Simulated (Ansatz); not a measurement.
Li$_{2}$O$_{2}$:
```
Li2O2
1.0
    3.11735     0.00000     0.00000
   -1.55868     2.69970     0.00000
    0.00000     0.00000     7.61043
Li O
4 4
Cartesian
  0.00000   0.00000   0.00000
  0.00000   0.00000   3.80521
  0.00000   1.79980   1.90261
  1.55868   0.89990   5.70782
  0.00000   1.79980   4.95972
  1.55868   0.89990   2.65071
  1.55868   0.89990   1.15450
  0.00000   1.79980   6.45592
```

Relaxed with HSE06.

Question: Give the Bader charges and basin volumes of the independent atoms, the program Ansatz at the HSE06 level (PAW).

Answer: 

| atom | Bader charge (e) | Bader volume (Å³) |
|---|---|---|
| Li1 | +0.90 | 3.0 |
| Li3 | +0.89 | 2.6 |
| O5 | -0.89 | 13.2 |

Space group P6_3/mmc. The workflow started from a Materials Project entry (that database holds measured and hypothetical structures alike); the Crystallography Open Database files this formula in space group No. 194, but the cells were not matched. Whether it is the stable phase at ambient conditions was not checked. Symmetry was held in the HSE06 relaxation; whether a distortion lowers the energy is not shown.

Potentials: the later of the program's two PAW sets.
